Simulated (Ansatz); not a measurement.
# ¹¹⁹Sn Mössbauer parameters in GaN with Sn replacing Ga

Cell: a supercell of GaN (wurtzite type, P6_3mc) built from a COD entry (the entry's cell lengths or inner coordinates differ somewhat from later room-temperature determinations), with all atoms left at the host's positions.

Space group P3m1 (No. 156); a = 6.3600, c = 10.3320 Å, γ = 120.00°.

| site | Wyckoff | site symmetry | x | y | z |
| --- | --- | --- | --- | --- | --- |
| Sn | 1a | 3m. | 0.0000 | 0.0000 | 0.0000 |
| Ga2 | 1a | 3m. | 0.0000 | 0.0000 | 0.5000 |
| Ga3 | 3d | .m. | 0.0000 | 0.5000 | 0.0000 |
| Ga4 | 3d | .m. | 0.0000 | 0.5000 | 0.5000 |
| Ga9 | 3d | .m. | 0.1667 | 0.8333 | 0.2500 |
| Ga10 | 3d | .m. | 0.1667 | 0.8333 | 0.7500 |
| Ga15 | 1c | 3m. | 0.6667 | 0.3333 | 0.2500 |
| Ga16 | 1c | 3m. | 0.6667 | 0.3333 | 0.7500 |
| N17 | 1a | 3m. | 0.0000 | 0.0000 | 0.1875 |
| N18 | 1a | 3m. | 0.0000 | 0.0000 | 0.6875 |
| N19 | 3d | .m. | 0.0000 | 0.5000 | 0.1875 |
| N20 | 3d | .m. | 0.0000 | 0.5000 | 0.6875 |
| N25 | 3d | .m. | 0.1667 | 0.8333 | 0.4375 |
| N26 | 3d | .m. | 0.1667 | 0.8333 | 0.9375 |
| N31 | 1c | 3m. | 0.6667 | 0.3333 | 0.4375 |
| N32 | 1c | 3m. | 0.6667 | 0.3333 | 0.9375 |

One atom of each set is listed.

Method: Kohn–Sham DFT in Ansatz, PBE, plane waves and PAW, scalar-relativistic, 420 eV cutoff, Γ-centred 4×4×2 k-points, Fermi–Dirac smearing 0.01 eV, cell charge -1.

Isomer shifts (against SnO₂) follow from the electron density at the nucleus, δ = α(ρ − ρ₀), with α = 0.099 mm s⁻¹ a₀³ and ρ₀ = 183191.44 a₀⁻³ from a line fitted to 8 measured compounds at this level of theory (rms miss 0.12 mm/s). ΔE_Q = ½eQV_zz(1 + η²/3)^½ with Q = -0.132 b for the 23.9 keV state.

Q: Where do the absorption lines lie?

A: Sn (1 atom a cell): δ = 1.00, |ΔE_Q| = 0.11 mm/s, a doublet too narrow to resolve, seen as one line at 1.00 mm/s.

The run isn't spin-polarised, and a state with spin may lie lower. The defect repeats with the cell of 32 atoms, so it feels its images: sites between two images don't show the values beside a lone defect, and zeros or small values of η there can come from the images' arrangement. A uniform background compensates the cell's charge. The defect cell has no gap above 0.1 eV on its mesh, so the values can hang on the smearing and the k-mesh. Without spin–orbit coupling (the program notes it for Sn) the gradients can shift somewhat, as the gap is small. The cell keeps the host's lattice, where the PBE pressure is 15 GPa (in a charged cell this depends on the convention for the mean potential). The neighbours have not yet relaxed around the defect (largest force 3.0 eV/Å), so a real crystal will differ.
